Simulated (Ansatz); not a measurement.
Here is the system:

BaF$_{2}$ (fluorite)

```
BaF2
1.0
    0.00000     3.12321     3.12321
    3.12321     0.00000     3.12321
    3.12321     3.12321     0.00000
Ba F
1 2
Direct
  0.00000   0.00000   0.00000
  0.25000   0.25000   0.25000
  0.75000   0.75000   0.75000
```

E(V) scan at fixed shape, V₀ the volume above. Symmetry pins the atoms to their sites.

Calculation: PBE (plane waves to 420 eV, PAW, scalar-relativistic; Ansatz, a first-principles code). k mesh 9×9×9 (Γ-centred), Fermi-Dirac smearing 0.05 eV. Energies are smeared free energies. Compression counts positive. BaF2 was relaxed with its symmetry unable to fall. ΔE is measured from the relaxed starting cell.

The scan covers V/V₀ from 0.940 to 1.060 in 11 points.

**Question.** What is the fitted pressure derivative B₀′?

**Answer.** 4.7.

**Question.** What bulk modulus B₀ follows from a third-order Birch-Murnaghan fit?

**Answer.** 53.9 GPa.

(Under strain, the slope of the energy per volume gives the stress and its curvature an elastic modulus.)
